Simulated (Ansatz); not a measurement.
ZnIn₂O₄: do energies and stresses tell the same story?

Computed with DFT PBEsol, scalar-relativistic, plane waves, PAW (Ansatz).

Cutoff 420 eV; k points 6×6×6 on the computed 14-atom cell (Γ-centred); Gaussian smearing, width 0.02 eV; no spin polarisation.

Relaxed cell: Fd-3m, a = 8.922 Å, b = 8.922 Å, c = 8.922 Å, α = 90.00°, β = 90.00°, γ = 90.00°, 14 atoms in the primitive cell. Whether it is the stable form of this composition wasn't checked.

Energies at zero smearing and pressures from the stress tensor, at volumes with shape and atoms relaxed:
```tsv
V (Å³/atom)	E − E(first) (meV/atom)	P (GPa)
11.161	0.00	25.90
11.541	-51.38	17.67
11.922	-84.91	10.75
12.302	-103.34	4.92
12.683	-108.99	0.01
13.063	-103.97	-4.13
13.444	-89.97	-7.60
13.951	-59.62	-11.39
```

Problem. Check P = −dE/dV between neighbouring volumes, and get the bulk modulus from the pressures alone.

Solution. With 1 eV/Å³ = 160.2 GPa:
```json
{"middle V (Å³/atom)": "11.351", "−ΔE/ΔV (GPa)": "21.637", "mean P (GPa)": "21.786"}
{"middle V (Å³/atom)": "11.732", "−ΔE/ΔV (GPa)": "14.119", "mean P (GPa)": "14.207"}
{"middle V (Å³/atom)": "12.112", "−ΔE/ΔV (GPa)": "7.758", "mean P (GPa)": "7.831"}
{"middle V (Å³/atom)": "12.493", "−ΔE/ΔV (GPa)": "2.378", "mean P (GPa)": "2.462"}
{"middle V (Å³/atom)": "12.873", "−ΔE/ΔV (GPa)": "-2.113", "mean P (GPa)": "-2.059"}
{"middle V (Å³/atom)": "13.254", "−ΔE/ΔV (GPa)": "-5.895", "mean P (GPa)": "-5.865"}
{"middle V (Å³/atom)": "13.698", "−ΔE/ΔV (GPa)": "-9.586", "mean P (GPa)": "-9.498"}
```

The two differ by 0.15 GPa at most. The mean of two end pressures misses the average over a step by about ΔV² P″/12, up to 0.12 GPa here; with that taken off 0.03 GPa remains, from the finite cutoff, the mesh or the relaxation's tolerance. Around V = 12.683 Å³/atom, the two neighbours give B = −V ΔP/ΔV = 12.683 × 9.04 / 0.761 = 150.7 GPa, against B0 = 149.8 GPa from the Birch–Murnaghan fit of the energies.

Cost: 9 runs of about 5.7 core-minutes in all, on Oxide Virtual Turin-like Processor (Zen 5) (shared hosts).